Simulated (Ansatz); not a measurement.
ZrGe2:
Space group Cmcm (No. 63); a = 3.7624 Å, b = 14.8321 Å, c = 3.7310 Å, α = β = γ = 90.00°

| atom | site | symmetry | x | y | z |
|---|---|---|---|---|---|
| Zr | 4c | m2m | 0.0000 | 0.1048 | 0.7500 |
| Ge | 4c | m2m | 0.0000 | 0.5591 | 0.2500 |
| Ge | 4c | m2m | 0.0000 | 0.2502 | 0.2500 |
(The calculation used a cell of 6 atoms; values per cell refer to that cell.)

Relaxed with LDA.

Q: Which orbitals make up the states near the Fermi level in LDA (plane waves, PAW; program Ansatz)?

A: Within 0.5 eV of the Fermi level: Zr 4d 52 %, Ge 4p 36 %, Ge 4s 9 %. Projections are on Löwdin-orthogonalised atomic valence shells; empty p or d shells of many metals are not among them.

Q: Tabulate the density of states.

A: States/eV per cell of 6 atoms, in 0.25 eV bins, energy from the Fermi level.

| E (eV) | total | Zr 4d | Ge 4p | Ge 4s |
|---|---|---|---|---|
| -7.85 | 1.71 | 0.29 | 0.33 | 1.00 |
| -7.60 | 1.32 | 0.24 | 0.23 | 0.80 |
| -7.35 | 1.02 | 0.16 | 0.21 | 0.61 |
| -7.10 | 0.88 | 0.12 | 0.20 | 0.51 |
| -6.85 | 0.82 | 0.11 | 0.20 | 0.47 |
| -6.60 | 0.58 | 0.06 | 0.16 | 0.34 |
| -6.35 | 0.29 | 0.04 | 0.08 | 0.16 |
| -6.10 | 0.23 | 0.04 | 0.07 | 0.13 |
| -5.85 | 0.49 | 0.08 | 0.27 | 0.11 |
| -5.60 | 1.13 | 0.18 | 0.73 | 0.13 |
| -5.35 | 1.72 | 0.28 | 1.09 | 0.18 |
| -5.10 | 2.24 | 0.39 | 1.45 | 0.19 |
| -4.85 | 2.06 | 0.39 | 1.30 | 0.20 |
| -4.60 | 2.18 | 0.41 | 1.37 | 0.22 |
| -4.35 | 1.91 | 0.39 | 1.20 | 0.17 |
| -4.10 | 2.22 | 0.50 | 1.40 | 0.15 |
| -3.85 | 2.82 | 0.65 | 1.79 | 0.18 |
| -3.60 | 2.74 | 0.65 | 1.76 | 0.17 |
| -3.35 | 3.51 | 0.92 | 2.24 | 0.20 |
| -3.10 | 4.44 | 1.28 | 2.79 | 0.20 |
| -2.85 | 5.20 | 1.71 | 3.13 | 0.19 |
| -2.60 | 5.16 | 2.06 | 2.81 | 0.14 |
| -2.35 | 4.95 | 2.07 | 2.65 | 0.10 |
| -2.10 | 4.87 | 2.26 | 2.38 | 0.12 |
| -1.85 | 4.25 | 2.08 | 1.94 | 0.13 |
| -1.60 | 3.16 | 1.60 | 1.38 | 0.11 |
| -1.35 | 2.43 | 1.30 | 0.99 | 0.09 |
| -1.10 | 2.08 | 1.16 | 0.79 | 0.08 |
| -0.85 | 1.74 | 1.01 | 0.62 | 0.07 |
| -0.60 | 1.41 | 0.80 | 0.52 | 0.06 |
| -0.35 | 1.17 | 0.65 | 0.42 | 0.07 |
| -0.10 | 1.09 | 0.55 | 0.35 | 0.15 |
| 0.15 | 2.04 | 1.05 | 0.73 | 0.18 |
| 0.40 | 2.76 | 1.40 | 1.04 | 0.21 |
| 0.65 | 2.40 | 1.35 | 0.77 | 0.17 |
| 0.90 | 3.26 | 1.98 | 0.86 | 0.26 |
| 1.15 | 3.12 | 1.83 | 0.84 | 0.29 |
| 1.40 | 3.37 | 2.06 | 0.78 | 0.35 |
| 1.65 | 3.99 | 2.30 | 0.91 | 0.52 |
| 1.90 | 4.42 | 2.47 | 1.02 | 0.56 |
| 2.15 | 5.37 | 3.22 | 1.19 | 0.56 |
| 2.40 | 5.27 | 3.30 | 1.11 | 0.51 |
| 2.65 | 6.01 | 3.98 | 1.16 | 0.47 |
| 2.90 | 5.52 | 3.41 | 1.16 | 0.55 |
| 3.15 | 5.07 | 2.75 | 1.27 | 0.58 |
| 3.40 | 4.08 | 2.12 | 1.11 | 0.45 |
| 3.65 | 4.34 | 2.05 | 1.38 | 0.45 |
| 3.90 | 3.67 | 1.61 | 1.27 | 0.32 |
| 4.15 | 3.40 | 1.29 | 1.32 | 0.23 |
| 4.40 | 3.93 | 1.36 | 1.41 | 0.25 |

The workflow started from a Materials Project entry (that database holds measured and hypothetical structures alike); the Crystallography Open Database files this formula in space group No. 63, but the cells were not matched. Whether it is the stable phase at ambient conditions was not checked. Symmetry was held in the LDA relaxation; whether a distortion lowers the energy is not shown. No spin polarisation was allowed. Scalar-relativistic: spin–orbit coupling is off unless named, which matters more the heavier the elements.

Potentials: the later of the program's two PAW sets.
